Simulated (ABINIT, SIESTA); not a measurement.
This is a calculation of MgGe2 for SIESTA 5.4.2. The cell comes from a database or a generator and needn't be the stable form of this composition.

MgGe2.fdf

```
SystemName                      MgGe2
SystemLabel                     MgGe2
NumberOfSpecies                 2
NumberOfAtoms                   6
%block ChemicalSpeciesLabel
  1  32 Ge
  2  12 Mg
%endblock ChemicalSpeciesLabel

LatticeConstant                 1.0 Ang
%block LatticeVectors
     5.5214850000    -1.8498460000     0.0000000000
     5.5214850000     1.8498460000     0.0000000000
    -3.2176250000     0.0000000000     6.0077740000
%endblock LatticeVectors
AtomicCoordinatesFormat         Fractional
%block AtomicCoordinatesAndAtomicSpecies
     0.5292340000     0.5292340000     0.2936210000  1  Ge
     0.4707660000     0.4707660000     0.7063790000  1  Ge
     0.8803900000     0.8803900000     0.9854400000  1  Ge
     0.1196100000     0.1196100000     0.0145600000  1  Ge
     0.8152860000     0.8152860000     0.3492530000  2  Mg
     0.1847140000     0.1847140000     0.6507470000  2  Mg
%endblock AtomicCoordinatesAndAtomicSpecies

%block kgrid.MonkhorstPack
    8   0   0  0.0
    0   8   0  0.0
    0   0   5  0.0
%endblock kgrid.MonkhorstPack
XC.Functional                   GGA
XC.Authors                      PBE
PAO.BasisSize                   DZP
PAO.EnergyShift                 0.003 Ry
Mesh.Cutoff                     800 Ry
OccupationFunction              FD
ElectronicTemperature           0.05 eV
MaxSCFIterations                120
SCF.MustConverge                false
SCF.Mixer.Method                Pulay
SCF.Mixer.Weight                0.25
SCF.Mixer.History               8
SCF.DM.Tolerance                5.0e-05
SCF.H.Tolerance                 1.0e-03 eV
WriteForces                     true
Charge.Mulliken                 end
Charge.Hirshfeld                end
Charge.Voronoi                  end
SaveRho                         true
SaveElectrostaticPotential      true
%block PAO.Basis
  Ge 4
  n=4 0 2
    5.972 0.000
  n=4 1 2
    8.196 0.000
  n=3 2 2
    3.189 0.000
  n=4 2 1
    8.196
  Mg 4
  n=2 0 2
    2.604 0.000
  n=3 0 2
    8.245 0.000
  n=2 1 2
    2.943 0.000
  n=3 1 1
    8.245
%endblock PAO.Basis
```

Potentials or basis: PseudoDojo 0.4 standard (PBE files), converted to PSML, two zetas on semicore shells, DZP (energy shift 0.003 Ry; two zetas on semicore shells).

Command:

```console
$ siesta < MgGe2.fdf > MgGe2.out 2>&1
```

Question: What does the same run look like in ABINIT 10.8.3 (patched build)? Potentials or basis there: JTH PAW PBE v2.0, cutoff 599 eV.

Answer: As run (cutoffs and basis follow the program's own potentials, and thresholds, step limits or extra output files can differ):

Contents of run.abi:

```
pp_dirpath "./"
pseudos "Ge.GGA_PBE-JTH.xml, Mg.GGA_PBE-JTH.xml"

acell 5.8231200253 5.8231200253 6.8151639067 Angstrom
rprim
     0.9482004451    -0.3176726552     0.0000000000
     0.9482004451     0.3176726552     0.0000000000
    -0.4721273096     0.0000000000     0.8815303758
ntypat 2
znucl 32 12
natom 6
typat 1 1 1 1 2 2
xred
     0.5292340000     0.5292340000     0.2936210000
     0.4707660000     0.4707660000     0.7063790000
     0.8803900000     0.8803900000     0.9854400000
     0.1196100000     0.1196100000     0.0145600000
     0.8152860000     0.8152860000     0.3492530000
     0.1847140000     0.1847140000     0.6507470000
chkprim 0
chksymtnons 0
tolsym 1.0e-6

ecut 22.0
pawecutdg 44.0
pawxcdev 0

kptopt 1
ngkpt 8 8 5
nshiftk 1
shiftk 0.0 0.0 0.0

ixc 11

nband 46
occopt 3
tsmear 0.00183747

nstep 100
tolvrs 1.0e-9

iomode 3
prtwf 0
prteig 0
prtebands 0
enunit 1
prtden 1
prtvha 1
prtvclmb 1
prtpot 1
```

Potentials or basis: JTH PAW PBE v2.0.

The run is started by

```sh
$ abinit run.abi > log 2>&1
```

Both were run:

|  | SIESTA | ABINIT |
| --- | --- | --- |
| Pressure | 1.0 GPa | -0.7 GPa |

Pressure is positive in compression.
